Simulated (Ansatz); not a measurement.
Re, DFT, LDA, all-electron LAPW, scalar-relativistic (Ansatz 0.2.0), run on 1 thread of Intel(R) Xeon(R) Platinum 8488C (Sapphire Rapids) on a shared host.

The cell is a database entry far from equilibrium at this level of theory, probably a faulty or high-pressure entry; it serves as a test geometry alone. The listed cell was then made from it by scaling, straining or moving an atom.

Command: `ansatz run input.yaml --threads 1 --pin off --max-ram 3072MiB --backend cpu --events-out ev --progress --plain --runs-dir out`

```yaml
crystal:
  lattice:
    - [2.6539513089, 0.0, 0.0]
    - [-1.3269756545, 2.2983892539, 0.0]
    - [0.0, 0.0, 4.2436285669]
  atoms:
    - { symbol: Re, position: [0.3333333333, 0.6666666667, 0.25] }
    - { symbol: Re, position: [0.6666666667, 0.3333333333, 0.75] }
kpoints:
  mp_grid: { grid: [14, 14, 8] }
scf:
  occupations: { method: fermi_dirac, width: 0.05 }
hamiltonian:
  xc: lda
  pseudopotentials: { kind: all_electron, lapw: { basis_error: 0.00025 } }
output:
  forces: true
  stress: true
  eigenvalues: true
```

(1) How large is the problem that the program sets up?

(2) About how long does it take, and how much memory does it use?

(3) And the same cell and mesh by crystal-made all-electron datasets, asked for forces, stress, eigenvalues, efg, on the same hardware?

## Answers

(1) 120 irreducible k-points, 391 plane waves at Γ, 54 bands.

(2) 47 s of wall time for 8 SCF iterations, with a peak of 0.76 GiB. Times on shared machines scatter by tens of per cent.

(3) 26 s, peak memory 0.92 GiB.
